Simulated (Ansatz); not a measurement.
Si$_{2}$Ni:
Space group Fm-3m (No. 225); a = 5.384 Å, b = 5.384 Å, c = 5.384 Å, α = 90.00°, β = 90.00°, γ = 90.00°

| atom | site | symmetry | x | y | z |
|---|---|---|---|---|---|
| Ni | 4a | m-3m | 0.0000 | 0.0000 | 0.0000 |
| Si | 8c | -43m | 0.2500 | 0.2500 | 0.2500 |
(The calculation used a cell of 3 atoms; values per cell refer to that cell.)

Relaxed with r²SCAN.

Question: Tabulate the valence density and the electron localisation function along the shortest Ni–Si contact (2.33 Å), r²SCAN (plane waves, PAW; program Ansatz).

Answer: 

| distance from Ni (Å) | density (e/Å³) | ELF |
|---|---|---|
| 0.23 | 36.68 | 0.60 |
| 0.35 | 20.42 | 0.49 |
| 0.47 | 9.78 | 0.38 |
| 0.58 | 4.36 | 0.29 |
| 0.70 | 1.98 | 0.23 |
| 0.82 | 0.99 | 0.21 |
| 0.93 | 0.63 | 0.24 |
| 1.05 | 0.52 | 0.35 |
| 1.17 | 0.48 | 0.54 |
| 1.28 | 0.48 | 0.70 |
| 1.40 | 0.49 | 0.77 |
| 1.52 | 0.48 | 0.76 |
| 1.63 | 0.45 | 0.69 |
| 1.75 | 0.37 | 0.52 |
| 1.87 | 0.26 | 0.34 |
| 1.98 | 0.16 | 0.25 |
| 2.10 | 0.09 | 0.31 |

The density is the valence pseudo-density with augmentation charge, so density and ELF within about 1 Å of a nucleus are not all-electron values.

The r²SCAN relaxation kept the symmetry of its start. The workflow began spin-polarised and lost its moments.

Potentials: the later of the program's two PAW sets.
